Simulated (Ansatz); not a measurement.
# Computed properties of WO3

WO₃:
```xyz
16
Lattice="5.1808 0.0000 0.0000 0.0000 5.1808 0.0000 0.0000 0.0000 7.7667" Properties=species:S:1:pos:R:3 pbc="T T T"
W      0.0000     2.5904     1.6901
W      2.5904     0.0000     2.1933
W      2.5904     0.0000     6.0766
W      0.0000     2.5904     5.5734
O      1.5595     1.5595     5.8250
O      1.0309     4.1499     5.8250
O      3.6213     3.6213     5.8250
O      4.1499     1.0309     5.8250
O      1.0309     1.0309     1.9417
O      1.5595     3.6213     1.9417
O      4.1499     4.1499     1.9417
O      3.6213     1.5595     1.9417
O      0.0000     2.5904     7.7021
O      2.5904     0.0000     3.9479
O      2.5904     0.0000     0.0646
O      0.0000     2.5904     3.8187
```

Space group P4/ncc (No. 130); conventional cell a = b = 5.1808 Å, c = 7.7667 Å, α = β = γ = 90.00°.

Method: LDA (plane waves, PAW; program Ansatz). Geometry: relaxed at this level of theory. Other levels are named where they apply.

### Cell and energy

* **Volume per atom**: 13.03 Å³
* **Density**: 7.39 g/cm³
* **Formation energy from the elements (no fitted shifts)**: -2.25 eV/atom

### Electronic structure

- Band gap: 1.07 eV (indirect)
- Valence-band maximum: on the M–Γ line, 35 % of the way from M
- Conduction-band minimum: at Γ
- Smallest direct gap on the standard path: 1.14 eV
- Electron effective mass: 0.18 along x (mₑ)

### Phonons

Highest zone-centre frequency (without LO–TO term): 1075 cm⁻¹
Zone-centre stability: unstable, softest mode 91i cm⁻¹

The first step of the workflow began from a Materials Project structure, measured or hypothetical; the Crystallography Open Database files this formula in space group No. 130, but the cells were not matched. Whether it is the stable phase at ambient conditions was not checked. Symmetry was held in the LDA relaxation. The run is not spin-polarised. No Hubbard U is applied. The references are the lowest solids computed at this level, not always the standard phases (solids in place of the gases). Spin–orbit coupling is left out wherever it is not named.

Potentials: the later of the program's two PAW sets.
